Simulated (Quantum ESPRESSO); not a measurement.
# Ca2MgZnO4: input and log of a self-consistent run

Simulated, not a measurement. The program is pw.x of Quantum ESPRESSO 7.5 (plane-wave density functional theory). The cell is made up: 8 atoms on a rocksalt lattice, with randomly drawn elements, strain and displacements, not relaxed. PseudoDojo standard norm-conserving files (v0.5 for PBE, v0.4.1 for LDA and PBEsol) set the functional; there is no spin polarisation, spin-orbit coupling or dispersion term, and the masses in the input are unused placeholders.

Input:

```
&control calculation='scf', pseudo_dir='./dojo.nc.sr.pbe.v0_5.standard.upf', outdir='./o', disk_io='medium', tprnfor=.true., tstress=.true. /
&system ibrav=0, nat=8, ntyp=4, nbnd=43, ecutwfc=84.00895049, nosym=.true., tot_charge=0,
 occupations='smearing', smearing='fd', degauss=0.0018374661
/
&electrons conv_thr=7.350e-09, electron_maxstep=60, /
ATOMIC_SPECIES
Ca 1.0 Ca.upf
Mg 1.0 Mg.upf
O 1.0 O.upf
Zn 1.0 Zn.upf
CELL_PARAMETERS angstrom
4.5803 0.0528 -0.0326
0.0528 4.5264 -0.0335
-0.0325 -0.0334 4.5817
ATOMIC_POSITIONS angstrom
Ca 0.0295 -0.0456 -0.0169
Ca 0.0168 2.2527 2.2935
Mg 2.3471 0.0201 2.19
Zn 2.3234 2.2855 0.0129
O 2.3143 0.072 -0.0216
O 2.3019 2.3415 2.2672
O 4.6124 0.0365 2.3327
O 4.6338 2.2893 -0.0405
K_POINTS automatic
4 4 4 1 1 1
```

The log is shortened where brackets say so; the opening notice, blank lines, dates and the lines on written files are dropped, and the path of the files is cut. It prints rydbergs, bohrs and kilobars, and counts compression as positive stress.

```
     Program PWSCF v.7.5
     Parallel version (MPI & OpenMP), running on       1 processor cores
     Number of MPI processes:                 1
     Threads/MPI process:                     1
     [start-up lines left out]
     bravais-lattice index     =            0
     lattice parameter (alat)  =       8.6563  a.u.
     unit-cell volume          =     640.8655 (a.u.)^3
     number of atoms/cell      =            8
     number of atomic types    =            4
     number of electrons       =        74.00
     number of Kohn-Sham states=           43
     kinetic-energy cutoff     =      84.0090  Ry
     charge density cutoff     =     336.0358  Ry
     scf convergence threshold =      7.3E-09
     mixing beta               =       0.7000
     number of iterations used =            8  plain     mixing
     Exchange-correlation= PBE
                           (   1   4   3   4   0   0   0)
     [axes and pseudopotential details left out]
   Cartesian axes
     site n.     atom                  positions (alat units)
         1        Ca     tau(   1) = (   0.0064400  -0.0099548  -0.0036894  )
         2        Ca     tau(   2) = (   0.0036675   0.4917786   0.5006854  )
         3        Mg     tau(   3) = (   0.5123867   0.0043880   0.4780907  )
         4        Zn     tau(   4) = (   0.5072128   0.4989390   0.0028162  )
         5        O      tau(   5) = (   0.5052262   0.0157181  -0.0047154  )
         6        O      tau(   6) = (   0.5025192   0.5111641   0.4949440  )
         7        O      tau(   7) = (   1.0069159   0.0079682   0.5092431  )
         8        O      tau(   8) = (   1.0115876   0.4997686  -0.0088414  )
     number of k points=    32  Fermi-Dirac smearing, width (Ry)=  0.0018
                       cart. coord. in units 2pi/alat
        k(    1) = (   0.1244615   0.1259865   0.1267746), wk =   0.0625000
        k(    2) = (   0.1262195   0.1278161   0.3767469), wk =   0.0625000
     [further k points left out]
     Dense  grid:    66673 G-vectors     FFT dimensions: (  54,  50,  54)
     Estimated max dynamical RAM per process >      91.97 MB
     Initial potential from superposition of free atoms
     starting charge      73.9892, renormalised to      74.0000
     Starting wfcs are   41 randomized atomic wfcs +    2 random wfcs
     total cpu time spent up to now is        7.8 secs
     per-process dynamical memory:    53.1 Mb
     Self-consistent Calculation
     iteration #  1     ecut=    84.01 Ry     beta= 0.70
     Davidson diagonalization with overlap
     ethr =  1.00E-02,  avg # of iterations =  7.0
     total cpu time spent up to now is       27.4 secs
     total energy              =    -823.68182915 Ry
     estimated scf accuracy    <       2.14196629 Ry
     iteration #  2     ecut=    84.01 Ry     beta= 0.70
     Davidson diagonalization with overlap
     ethr =  2.89E-03,  avg # of iterations =  4.2
     total cpu time spent up to now is       41.8 secs
     total energy              =    -823.96112504 Ry
     estimated scf accuracy    <       4.02320207 Ry
     iteration #  3     ecut=    84.01 Ry     beta= 0.70
     Davidson diagonalization with overlap
     ethr =  2.89E-03,  avg # of iterations =  3.7
     total cpu time spent up to now is       56.0 secs
     total energy              =    -824.73651828 Ry
     estimated scf accuracy    <       0.03879645 Ry
     iteration #  4     ecut=    84.01 Ry     beta= 0.70
     Davidson diagonalization with overlap
     ethr =  5.24E-05,  avg # of iterations =  8.0
     total cpu time spent up to now is       76.7 secs
     total energy              =    -824.75380670 Ry
     estimated scf accuracy    <       0.04464211 Ry
     iteration #  5     ecut=    84.01 Ry     beta= 0.70
     Davidson diagonalization with overlap
     ethr =  5.24E-05,  avg # of iterations =  2.0
     total cpu time spent up to now is       88.8 secs
     total energy              =    -824.76001902 Ry
     estimated scf accuracy    <       0.00255534 Ry
     [iterations 6 to 7 left out]
     iteration #  8     ecut=    84.01 Ry     beta= 0.70
     Davidson diagonalization with overlap
     ethr =  1.43E-07,  avg # of iterations =  2.0
     total cpu time spent up to now is      130.8 secs
     total energy              =    -824.76068893 Ry
     estimated scf accuracy    <       0.00001348 Ry
     iteration #  9     ecut=    84.01 Ry     beta= 0.70
     Davidson diagonalization with overlap
     ethr =  1.82E-08,  avg # of iterations =  3.2
     total cpu time spent up to now is      145.3 secs
     total energy              =    -824.76069187 Ry
     estimated scf accuracy    <       0.00000046 Ry
     iteration # 10     ecut=    84.01 Ry     beta= 0.70
     Davidson diagonalization with overlap
     ethr =  6.23E-10,  avg # of iterations =  4.7
     total cpu time spent up to now is      161.7 secs
     total energy              =    -824.76069209 Ry
     estimated scf accuracy    <       0.00000015 Ry
     iteration # 11     ecut=    84.01 Ry     beta= 0.70
     Davidson diagonalization with overlap
     ethr =  2.04E-10,  avg # of iterations =  2.0
     total cpu time spent up to now is      177.6 secs
     total energy              =    -824.76069210 Ry
     estimated scf accuracy    <       0.00000004 Ry
     iteration # 12     ecut=    84.01 Ry     beta= 0.70
     Davidson diagonalization with overlap
     ethr =  5.58E-11,  avg # of iterations =  3.1
     total cpu time spent up to now is      192.7 secs
     End of self-consistent calculation
     [lines on levels left out]
!    total energy              =    -824.76069211 Ry
     estimated scf accuracy    <          1.2E-09 Ry
     smearing contrib. (-TS)   =       0.00000000 Ry
     internal energy E=F+TS    =    -824.76069211 Ry
     The total energy is F=E-TS. E is the sum of the following terms:
     one-electron contribution =    -453.46695478 Ry
     hartree contribution      =     257.16497596 Ry
     xc contribution           =    -124.34251937 Ry
     ewald contribution        =    -504.11619391 Ry
     convergence has been achieved in  12 iterations
     Forces acting on atoms (cartesian axes, Ry/au):
     atom    1 type  1   force =     0.00229744    0.01510219    0.01711386
     atom    2 type  1   force =     0.00594279   -0.00811974   -0.00172455
     atom    3 type  2   force =    -0.01148582   -0.00028737    0.01697858
     atom    4 type  4   force =    -0.00098431   -0.00525087   -0.00621785
     atom    5 type  3   force =     0.00566555   -0.00155695    0.01261116
     atom    6 type  3   force =     0.00956248   -0.00528007   -0.00912075
     atom    7 type  3   force =    -0.00977132    0.00386363   -0.03646736
     atom    8 type  3   force =    -0.00122681    0.00152918    0.00682690
     Total force =     0.054815     Total SCF correction =     0.000076
     Computing stress (Cartesian axis) and pressure
          total   stress  (Ry/bohr**3)                   (kbar)     P=       32.37
   0.00012871  -0.00014133   0.00008327           18.93      -20.79       12.25
  -0.00014133   0.00032440   0.00009007          -20.79       47.72       13.25
   0.00008327   0.00009007   0.00020696           12.25       13.25       30.45
     init_run     :      7.21s CPU      7.65s WALL (       1 calls)
     electrons    :    181.58s CPU    184.89s WALL (       1 calls)
     forces       :      2.12s CPU      2.15s WALL (       1 calls)
     stress       :      8.49s CPU      8.55s WALL (       1 calls)
     [timing details left out]
     PWSCF        :   3m19.64s CPU   3m23.79s WALL
     JOB DONE.
```

In other units: free energy -11221.441 eV for the cell, pressure 3.24 GPa, largest force component 0.938 eV/Å. A rerun of the same cell at another strain at 1437 eV and a 6 x 6 x 6 mesh moved values by no more than 0.002 eV in energy, 0.04 GPa in stress and 0.009 eV/Å in force.